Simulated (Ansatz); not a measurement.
System: Mo (bcc type), 1 atom in the cell.

The calculation used Ansatz, PBE, all-electron LAPW, point nucleus.

k-mesh 12×12×12 Γ-centred; Fermi–Dirac smearing of 0.1 eV; no spin polarisation.

```
Mo
1.0
    -1.58000    1.58000    1.58000
     1.58000   -1.58000    1.58000
     1.58000    1.58000   -1.58000
Mo
1
Cartesian
  0.0000 0.0000 0.0000
```

**Question.** What pressure does the calculation give?

**Answer.** The pressure is 0.06 GPa, close to zero.

The k-mesh is modest, so these values aren't fully converged in k.
